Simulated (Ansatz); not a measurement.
# Calculated ¹⁷O NMR of the central transition for LiH4IO2

Cell: a structure deposited in the COD whose atoms were relaxed with PBE, the cell held.

```cif
data_LiH4IO2
_symmetry_space_group_name_H-M 'P-1'
_symmetry_Int_Tables_number 2
_cell_length_a 5.4540
_cell_length_b 6.8420
_cell_length_c 6.9700
_cell_angle_alpha 61.900
_cell_angle_beta 80.720
_cell_angle_gamma 67.020
loop_
_atom_site_label
_atom_site_type_symbol
_atom_site_symmetry_multiplicity
_atom_site_Wyckoff_symbol
_atom_site_fract_x
_atom_site_fract_y
_atom_site_fract_z
Li Li 2 i 0.2961 0.4074 0.4840
H3 H 2 i 0.9426 0.7448 0.1555
H5 H 2 i 0.0202 0.8497 0.2827
H7 H 2 i 0.5898 0.6037 0.1579
H9 H 2 i 0.7728 0.3470 0.3009
I I 2 i 0.2486 0.1320 0.2200
O13 O 2 i 0.9870 0.7091 0.3032
O15 O 2 i 0.6134 0.4771 0.3088
```

One atom of each set is listed.

Level of theory: DFT, PBE, plane waves and PAW, with spin–orbit coupling, 420 eV cutoff, Γ-centred 5×4×4 k-points, Fermi–Dirac smearing 0.02 eV (Ansatz 0.2.0).

¹⁷O has I = 5/2 and Q = -25.58 mb (Pyykkö 2018); at 35.2 T its Larmor frequency is ν₀ = 203.3 MHz. Only the quadrupole interaction is simulated: positions count from each site's isotropic chemical shift, and J coupling is left out, as are shift anisotropy and dipolar coupling, which fast spinning averages.

(1) What does the ¹⁷O spectrum (fast magic-angle spinning) show for each site?

Answers

(1) 

| site | first shell | C_Q (MHz) | η | P_Q (MHz) | δ_QIS (ppm) | breadth (kHz) |
| --- | --- | --- | --- | --- | --- | --- |
| O13 | 2 H at 0.99 Å, 2 Li at 2.05–2.08 Å | 8.56 | 0.77 | 9.36 | -12.7 | 5.89 |
| O15 | 2 H at 0.99 Å, 2 Li at 2.03–2.14 Å | 8.60 | 0.76 | 9.39 | -12.8 | 5.94 |

δ_QIS = −(ν_Q²/30ν₀²)[I(I+1) − 3/4](1 + η²/3) × 10⁶ ppm with ν_Q = 3|C_Q|/[2I(2I−1)]; it falls as 1/B₀² in ppm, and the breadth as 1/B₀ in kHz.

The entry's hydrogen positions were far off; the other atoms hardly move on relaxation.

Hardware: 1 thread of Arm Neoverse V1 (aarch64; 8 cores open to the job, memory cap 3.0 GiB, no GPU), a shared host with a load of 0.9 a core. Wall time 6.5 min, CPU time 6.5 min, peak memory 1.6 GiB.
